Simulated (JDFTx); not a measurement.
Reference run:

```yaml
surface: Cu(100)
bulk: Cu, Fm-3m, lattice of mp-30 (not re-optimised)
slab: 5 atoms in 5 planes, 1x1, 7.2 Å between the outermost planes
in-plane cell: 2.530 × 2.530 Å, 6.40 Å²
cell_height: 23.2 Å
sampling: 8×8×1 k mesh, Fermi smearing 0.01 Ha, no spin polarisation
```

The reference is PBE, GBRV ultrasoft potentials, plane waves to 20/100 Ha; code: a modified build of JDFTx. Unrelaxed; liquid: linear PCM (GLSSA13), water, 1 M NaF. The electron chemical potential μ is absolute (zero in the bulk liquid) and is turned into a potential by U = −μ/e − 4.44 V vs SHE, a convention.

```csv
density cutoff alone,work function (eV),U_pzc (V),mean C below U_pzc (μF/cm²),k states × plane waves,"cycles, vacuum run","rough core time, vacuum run"
80 Ha,4.59,-0.11,15 over 0.5 V,15 × 4282,26,2 min
100 Ha,4.59,-0.11,15 over 0.5 V,15 × 4282,25,3 min
130 Ha,4.59,-0.11,15 over 0.5 V,15 × 4282,26,3 min
```

The work function stays within 0.01 eV over all these settings; capacitances repeat to about ±0.2 μF/cm². The times are rough (shared hosts); only ratios past two mean anything.
